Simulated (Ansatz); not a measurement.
In DFT-r²SCAN in the program Ansatz with PAW potentials, SnSe in the zinc blende structure (F-43m) relaxes to a = 6.728 Å. Se has 4 nearest neighbours from 2.91 Å (tetrahedral); Sn has 4 nearest neighbours from 2.91 Å (tetrahedral). Against the elements it lies at -0.12 eV/atom, with no fitted shifts.

Electronic character: no gap, with almost no states at the Fermi level (zero-gap or semimetallic). The screened hybrid HSE06 puts the gap at 0.30 eV (a hybrid on a coarse mesh can open a false gap in a semimetal). Gap from r²SCAN with spin–orbit coupling: none (metallic).

An equation-of-state fit gives a bulk modulus of 33.1 GPa. The relaxed-ion elastic constants in GPa are C11 = 30.6, C12 = 33.4, C44 = -14.7. Bader charges are Se -0.89, Sn +0.89 e.

The start of the workflow was typed in or built on a structure type; neither database checked (COD, Materials Project) lists it. It is not the phase usual at ambient conditions (space group No. 62). The cell was relaxed with r²SCAN under the symmetry of its start. At this level the phase is mechanically unstable. A small band overlap can be real or an error of a semilocal functional. As this level gives no gap, shear constants depend on the k-mesh and smearing (Fermi–Dirac, 0.1 eV here). The references are the lowest solids computed at this level, not always the standard phases. Spin–orbit coupling is left out wherever it is not named.

Potentials: the later of the program's two PAW sets.
